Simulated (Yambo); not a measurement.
A G0W0@PBE run in Yambo for AlAs (zinc blende, space group F-43m, No. 216) under isotropic strain of -3 % on all lattice vectors (4×4×4 Γ-centred k mesh, bands 5 to 202 and a 15 Ry block in the screening, 202 bands in G with the Bruneval-Gonze terminator, plasmon pole fitted at 27.2 eV) gives these matrix elements, in eV, at the band edges (Γ → X):

```json
[
 {"state": "valence edge", "E0": "0.000", "<Vxc>": "-13.320", "<Σx>": "-15.280", "<Σc(E0)>": "0.965", "Z": "0.792"},
 {"state": "conduction edge", "E0": "1.282", "<Vxc>": "-8.724", "<Σx>": "-5.080", "<Σc(E0)>": "-3.780", "Z": "0.808"}
]
```

Question: Solve the linearised quasiparticle equation for both states, give the gap, and say how exchange and correlation each act on it.

Answer: E = E0 + Z(Σx + Σc − Vxc). Valence: 0.000 + 0.792 × (-15.280 + (0.965) − (-13.320)) = -0.79 eV. Conduction: 1.282 + 0.808 × (-5.080 + (-3.780) − (-8.724)) = 1.17 eV. The gap is 1.96 eV, against 1.28 eV in PBE. Replacing Vxc by bare exchange alone would open it by 5.60 eV; correlation takes back 4.75 eV of that, and Z scales what is left. Convergence of the G0W0 settings was not tested. Spin-orbit splittings are left out.

Geometry strained from the cell relaxed with PBEsol, atoms relaxed again; primitive cell a = b = c = 3.892 Å, α = β = γ = 60.00°.

The potentials are those of PseudoDojo's stringent table.
